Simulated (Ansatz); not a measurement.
Question: Name crystals whose computed values (DFT-r²SCAN+D4 in the program Ansatz with PAW potentials) fall in these windows: gap (eV) 1.9 to 2.4; electron conductivity mass (mₑ) 0.21 to 0.27; B₀ by P(V) fit (GPa) 18 to 22.

Answer: 

```json
[
 {"crystal": "CuI, P-3m1 (Cu on 2d, I on 2d)", "gap (eV)": "2.14", "electron conductivity mass (mₑ)": "0.24", "B₀ by P(V) fit (GPa)": "19.8"}
]
```
Others may fit too.

Not the usual ambient phase: CuI, P-3m1 (Cu on 2d, I on 2d). The cell was relaxed under the symmetry of its start. Rows with no word on spin ran without spin polarisation. Scalar-relativistic: spin–orbit coupling is off unless named, which matters more the heavier the elements.

Potentials: the later of the program's two PAW sets.
